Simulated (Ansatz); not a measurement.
MnB4:
```cif
data_B8Mn2
_chemical_formula_sum 'Mn2 B8'
_space_group_name_H-M_alt 'Pnnm'
_space_group_IT_number 58
_space_group_name_Hall '-P 2 2n'
_cell_length_a 4.56641
_cell_length_b 5.33320
_cell_length_c 2.91748
_cell_angle_alpha 90.000
_cell_angle_beta 90.000
_cell_angle_gamma 90.000
loop_
_space_group_symop_operation_xyz
  'x, y, z'
  '-x, -y, -z'
  '-x, -y, z'
  'x, y, -z'
  'x+1/2, -y+1/2, -z+1/2'
  '-x+1/2, y+1/2, z+1/2'
  '-x+1/2, y+1/2, -z+1/2'
  'x+1/2, -y+1/2, z+1/2'
loop_
_atom_site_label
_atom_site_type_symbol
_atom_site_symmetry_multiplicity
_atom_site_Wyckoff_symbol
_atom_site_fract_x
_atom_site_fract_y
_atom_site_fract_z
_atom_site_occupancy
Mn1 Mn 2 a 0.00000 0.00000 0.00000 1
B1 B 4 g 0.16532 0.63091 0.00000 1
B2 B 4 g 0.23644 0.31607 0.00000 1
```
The run is spin-polarised.

Relaxed at zero pressure with plane-wave PAW PBEsol (Ansatz code).

Q: The volume is raised by 9 % and shape and atoms relax at that volume. What pressure results, and how do the axes share the change?

A: -20.1 GPa; a 3.4 %, b 1.9 %, c 3.5 %; the energy rises by 43 meV/atom.

Q: Give the new structure.

A: 
Space group Pnnm (No. 58); a = 4.7197 Å, b = 5.4344 Å, c = 3.0195 Å, α = β = γ = 90.00°

| atom | site | symmetry | x | y | z |
|---|---|---|---|---|---|
| Mn | 2a | ..2/m | 0.0000 | 0.0000 | 0.0000 |
| B | 4g | ..m | 0.1750 | 0.6385 | 0.0000 |
| B | 4g | ..m | 0.2289 | 0.3212 | 0.0000 |

The phase is kept; no other phase was compared at this pressure.

The workflow started from a Materials Project entry (that database holds measured and hypothetical structures alike); the Crystallography Open Database copy checked does not list it. COD files the formula under space group No. 12. Whether it is the stable phase at ambient conditions was not checked. The PBEsol relaxation kept the symmetry of its start; its stability against distortions is not shown here. The final state is ferromagnetic, chosen from 5 collinear starts compared on coarse meshes (ties went to the first, and starts can fall back to one state), not a proven ground state.

Potentials: the later of the program's two PAW sets.
